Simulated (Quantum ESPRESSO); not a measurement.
# Pt2GaLi4Au: a guest atom moved from site to site

Simulated, not a measurement. The program is pw.x of Quantum ESPRESSO 7.5 (plane-wave density functional theory). The cell is made up: eight metal atoms on a hexagonal close-packed lattice, with elements, volume, strain and displacements drawn at random and not relaxed, so it may be unstable or far from any real phase. PseudoDojo standard norm-conserving files set the functional (PBE unless stated); there is no spin polarisation or spin-orbit coupling, the Fermi-Dirac width of 0.25 eV means electrons at about 2900 K, and the masses in the input are unused placeholders. Heavy elements are run without spin-orbit coupling, which real alloys of them have. A spin test at this wide smearing found no moment, but such smearing suppresses magnetism that the real alloy may have.

The runs move one Ga atom among sites that otherwise hold Li. Cell, positions, cutoff, mesh and smearing stay as in the input of run 1; sites are counted in its order. Stress in the tables is positive in tension.

Input of run 1:

```
&control calculation='scf', pseudo_dir='./dojo.nc.sr.pbe.v0_5.standard.upf', outdir='./o', disk_io='medium', tprnfor=.true., tstress=.true. /
&system ibrav=0, nat=8, ntyp=4, nbnd=50, ecutwfc=84.00895049, nosym=.true., tot_charge=0,
 occupations='smearing', smearing='fd', degauss=0.0183746611
/
&electrons conv_thr=1.470e-08, electron_maxstep=70, mixing_beta=0.5 /
ATOMIC_SPECIES
Au 1.0 Au.upf
Ga 1.0 Ga.upf
Li 1.0 Li.upf
Pt 1.0 Pt.upf
CELL_PARAMETERS angstrom
-2.9345 -0.0038 -0.0181
-0.0228 5.0207 -4.7939
-0.0359 -5.0185 -4.7916
ATOMIC_POSITIONS angstrom
Pt 0.0291 -0.0364 -0.0038
Ga 0.0075 1.6903 -2.4141
Pt -0.0499 -0.0709 -4.7955
Li -0.0344 1.7401 -7.2545
Li -1.4194 -0.8466 -2.4099
Li -1.3846 -2.511 -4.8668
Au -1.5269 -0.8092 -7.2028
Li -1.488 2.5526 -4.7801
K_POINTS automatic
8 4 4 1 1 1
```

| run | elements on sites 1 to 8 | free energy less that of run 1 (eV) | -TS (eV) | pressure (GPa) | stress xx (GPa) | stress yy (GPa) | stress zz (GPa) | stress yz (GPa) | stress xz (GPa) | stress xy (GPa) | iterations |
| --- | --- | --- | --- | --- | --- | --- | --- | --- | --- | --- | --- |
| 1 | Pt Ga Pt Li Li Li Au Li | 0.000 | -0.697 | -8.31 | 7.02 | 9.56 | 8.34 | 0.02 | 0.28 | 0.09 | 12 |
| 2 | Pt Li Pt Ga Li Li Au Li | -0.111 | -0.675 | -7.93 | 7.65 | 8.74 | 7.41 | 0.23 | 0.12 | 0.06 | 12 |
| 3 | Pt Li Pt Li Li Ga Au Li | -0.121 | -0.674 | -8.30 | 7.02 | 11.09 | 6.80 | -0.16 | 0.25 | 0.01 | 13 |
| 4 | Pt Li Pt Li Li Li Au Ga | -0.089 | -0.672 | -8.37 | 7.17 | 10.94 | 7.00 | 0.22 | 0.15 | -0.02 | 13 |

Forces Fx Fy Fz (eV/Å):

| site | run 1 | run 2 | run 3 | run 4 |
| --- | --- | --- | --- | --- |
| 1 | -0.01 0.46 -0.45 | -0.01 0.39 0.07 | -0.04 0.59 -0.16 | 0.00 -0.15 -0.23 |
| 2 | 0.03 -0.78 -0.02 | 0.02 -0.19 -0.01 | 0.04 -0.14 -0.03 | 0.02 -0.14 -0.03 |
| 3 | 0.08 0.49 0.46 | 0.05 0.38 -0.05 | 0.02 -0.15 0.23 | 0.04 0.55 0.14 |
| 4 | 0.03 -0.96 0.05 | 0.04 -0.68 0.02 | 0.04 -0.78 -0.05 | 0.03 -0.77 0.17 |
| 5 | -0.05 0.79 -0.01 | -0.06 0.30 -0.02 | -0.05 0.61 -0.05 | -0.05 0.61 0.02 |
| 6 | -0.11 0.02 -0.24 | -0.10 0.03 0.06 | -0.09 0.03 0.09 | -0.10 0.05 -0.14 |
| 7 | 0.03 0.03 -0.01 | 0.04 -0.18 0.02 | 0.06 -0.15 -0.16 | 0.04 -0.15 0.15 |
| 8 | 0.01 -0.05 0.24 | 0.01 -0.05 -0.09 | 0.01 -0.02 0.13 | 0.03 -0.02 -0.09 |

The sites are displaced and not relaxed, so the energy differences mix bonding between neighbours with strain and are not ordering energies. A rerun of one cell of this series at a higher cutoff and on a denser mesh moved values by no more than 0.006 eV in energy, 0.15 GPa in stress and 0.004 eV/Å in force, and a second program with other atomic files agreed on that cell to 2 % rms in force and 0.5 GPa in pressure.